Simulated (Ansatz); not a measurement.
# ScIn3 squeezed and stretched

A database entry relaxed whole under r2SCAN (Pm-3m):

```xyz
4
Lattice="4.4949 0.0000 0.0000 0.0000 4.4949 0.0000 0.0000 0.0000 4.4949" Properties=species:S:1:pos:R:3 pbc="T T T"
Sc    0.0000    0.0000    0.0000
In    0.0000    2.2475    2.2475
In    2.2475    0.0000    2.2475
In    2.2475    2.2475    0.0000
```

The cell was scaled uniformly, its shape held, and the atoms relaxed at each volume with plane-wave PAW DFT (Ansatz 0.2.0; r2SCAN, 500 eV, 8×8×8 Γ-centred mesh, fermi-dirac occupations of width 0.100 eV; no spin, no spin-orbit coupling). One row is withheld.

```csv
volume (Å³/atom),energy over the lowest (meV/atom),pressure (GPa)
21.342,17.8,4.54
21.796,7.5,2.85
22.250,?,?
22.704,0.0,-0.02
23.158,1.9,-1.23
23.612,7.0,-2.31
24.066,15.0,-3.28
```

Question: Fit the pressures of the other rows to the third-order Birch-Murnaghan form.

Answer: With f = [(V₀/V)^(2/3) − 1]/2 and P = 3B₀f(1 + 2f)^(5/2)[1 + 3(B₀′ − 4)f/2], least squares gives V₀ = 22.70 Å³ an atom, B₀ = 64 GPa and B₀′ = 4.6; the rows miss the fit by less than 0.01 GPa. The slope of the energies differs from these pressures by less than 0.05 GPa.

Question: What does the withheld row hold?

Answer: The fit gives 1.33 GPa at 22.250 Å³; the run gave 1.33 GPa and 1.7 meV an atom.

Caveats: the shape of the cell was held; 0 K, fixed nuclei; the symmetry was kept, and this need not be the phase that is stable at 0 K; one mesh for all volumes; pressure is positive in compression.
